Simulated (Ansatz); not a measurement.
Here is the system:

MgO:
```
CELL_PARAMETERS angstrom
      3.26552     0.00000     0.00000
     -1.63276     2.82802     0.00000
      0.00000     0.00000    15.50808
ATOMIC_POSITIONS crystal
  Mg 0.00000 0.00000 0.35188
  Mg 0.00000 0.00000 0.02070
  Mg 0.33333 0.66667 0.18630
  Mg 0.33333 0.66667 0.51808
  Mg 0.33333 0.66667 0.85250
  Mg 0.66667 0.33333 0.68629
  O  0.00000 0.00000 0.14833
  O  0.00000 0.00000 0.47955
  O  0.33333 0.66667 0.98146
  O  0.33333 0.66667 0.31391
  O  0.33333 0.66667 0.64704
  O  0.66667 0.33333 0.81396
```

This is the PBEsol-relaxed structure. x, y and z are the axes in which the lattice vectors are written.

Problem. All from the program Ansatz at the PBEsol level (PAW), unless another level is named. Predict the Hill bulk and shear moduli.

Solution. 119 and 47.0 GPa.

Problem. What about the zero-point energy?

Solution. 73.3 meV/atom.

Problem. Predict the elastic constants (relaxed ions, GPa).

Solution. C11 = 188, C12 = 102, C13 = 81.4, C14 = 0.0, C33 = 171, C44 = 49.1.

Space group P3m1. The workflow started from a Materials Project entry (that database holds measured and hypothetical structures alike); the Crystallography Open Database copy checked does not list it. It is not the phase usual at ambient conditions (space group No. 225). Symmetry was held in the PBEsol relaxation; its stability against distortions is not shown here.

Potentials: the earlier of the program's two PAW sets. The files were generated under PBE; for other functionals the program regenerates the frozen cores, and for LDA and PBEsol the local potential too.
